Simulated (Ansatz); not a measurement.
Method: DFT PBE, scalar-relativistic, plane waves, PAW in Ansatz 0.2.0. Settings: cutoff 420 eV, Γ-centred meshes spaced at most about 0.3 Å⁻¹, and about 0.25 Å⁻¹ or finer for metals (2π included), Gaussian smearing. Collinear spin in cells that started with moments and kept them past the coarse steps, no spin elsewhere.

Temperature and zero-point effects are left out.

Compare these two cells of TiGeSe4, each relaxed at this level.

A. (site moments Ti 1.4 μB)

```xyz
6
Lattice="0.0000 4.0002 4.0002 4.0002 0.0000 4.0002 4.0002 4.0002 0.0000" Properties=species:S:1:pos:R:3 pbc="T T T"
Ti    0.0000    0.0000    0.0000
Ge    6.0003    6.0003    6.0003
Se    5.0058    5.0058    2.9946
Se    2.9946    5.0058    5.0058
Se    2.9946    2.9946    2.9946
Se    5.0058    2.9946    5.0058
```

B. (no spin)

```xyz
6
Lattice="3.5921 0.0000 0.0000 -1.7960 3.1108 0.0000 0.0000 0.0000 13.5435" Properties=species:S:1:pos:R:3 pbc="T T T"
Ti    0.0000    0.0000    0.0000
Ge    0.0000    0.0000    6.7718
Se    1.7960    1.0369   12.0178
Se    1.7960    1.0369    5.2459
Se    0.0000    2.0739    8.2977
Se    0.0000    2.0739    1.5257
```

Question: Which is lower in energy, and by how much?

Answer: B is lower, by 1.25 eV/atom. A has space group F-43m (No. 216), 21.3 Å³/atom and no gap on its mesh; B has Ti and Ge ordered on cadmium iodide sites, space group P-3m1 (No. 164), 25.2 Å³/atom and no gap. Counting Ge or Se atoms around Ti (for each partner element, those within 1.25 times its shortest distance or 1.15 times the sum of covalent radii, where it is the nearest in units of that sum or under 1.3; the shortest distance is added where it is long for a bond), A has Ti 16 from 3.3 Å and B has Ti 6. Their magnetic states differ too. Both come from invented guesses.

No dispersion correction is applied, so the spacing and binding between layers, chains or molecules are poorly described (P-3m1), and this can change margins and order among such cells. Another magnetic order may lie lower. Cells relaxed within their symmetry can be saddle points.
